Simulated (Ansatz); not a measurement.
## Frozen-phonon scan for ZrPbO3 (cubic perovskite)

ZrPbO$_{3}$ (cubic perovskite)

```yaml
crystal:
  lattice:
    - [8.21717, 0.00000, 0.00000]
    - [4.10859, 4.10859, 0.00000]
    - [4.10859, 0.00000, 4.10859]
  atoms:
    - { symbol: Zr, position: [0.00000, 0.00000, 0.00000] }
    - { symbol: Zr, position: [0.50000, 0.00000, 0.00000] }
    - { symbol: Pb, position: [0.75000, 0.50000, 0.50000] }
    - { symbol: Pb, position: [0.25000, 0.50000, 0.50000] }
    - { symbol: O, position: [0.25000, 0.00000, 0.00000] }
    - { symbol: O, position: [0.75000, 0.00000, 0.00000] }
    - { symbol: O, position: [0.75000, 0.50000, 0.00000] }
    - { symbol: O, position: [0.25000, 0.50000, 0.00000] }
    - { symbol: O, position: [0.75000, 0.00000, 0.50000] }
    - { symbol: O, position: [0.25000, 0.00000, 0.50000] }
```

A phonon eigenvector at R = (0.5, 0.5, 0.5) is frozen into this cell: atom i moves by Q times the vector below, so Q is the largest atomic displacement, in Å. The cell is held. It is one choice among 3 degenerate patterns. (q is in reciprocal vectors of the primitive cell; the cell shown is doubled to hold the pattern.)

```tsv
atom	x	y	z
O7	0.000	0.000	1.000
O8	0.000	0.000	-1.000
O9	0.000	-1.000	0.000
O10	0.000	1.000	0.000
```

Atoms not listed stay in place.

Calculation: LDA (plane waves to 420 eV, PAW, scalar-relativistic; Ansatz, a program for electronic structure). k mesh 8×8×8 (Γ-centred), Fermi-Dirac smearing 0.05 eV. The energy includes the smearing's −TS. Compression counts positive. Spin-orbit coupling is left out, though Pb is heavy. This is a high-temperature form of ZrPbO3. ZrPbO3 is run without spin polarisation. ZrPbO3 was relaxed with its symmetry unable to fall. The zero of ΔE is the undisplaced structure.

```tsv
Q (Å)	ΔE (meV/cell)	−dE/dQ from forces (eV/Å)	P (GPa)
-0.660	89	4.911	-4.29
-0.550	-283	1.999	-3.75
-0.440	-385	0.018	-2.84
-0.330	-319	-1.080	-1.81
-0.220	-179	-1.337	-0.88
-0.110	-51	-0.885	-0.24
0.000	0	0.000	-0.01
0.110	-51	0.885	-0.24
0.220	-179	1.337	-0.88
0.330	-319	1.080	-1.81
0.440	-385	-0.018	-2.84
0.550	-283	-1.999	-3.75
0.660	89	-4.911	-4.29
```

What the scan shows:

The energy at Q = 0.660 Å is 89 meV/cell, the position of the deepest minimum (fit) comes out as 0.44 Å from zero and the depth of the well (fit) is 385 meV/cell, cell held fixed. Space group of the distorted cell: I4/mcm (No. 140), lowered from Pm-3m. Symmetry of the curve: even: the same for both signs. Shape of the curve: a double well: the undisplaced structure is a maximum between two minima. Harmonic wavenumber from the curvature (finite differences): 192i cm⁻¹. Wavenumber by perturbation theory (DFPT, on another k mesh): 193i cm⁻¹.

(For displaced atoms, the force is minus the slope of the energy, and its curvature is a force constant, which sets phonon frequencies.)
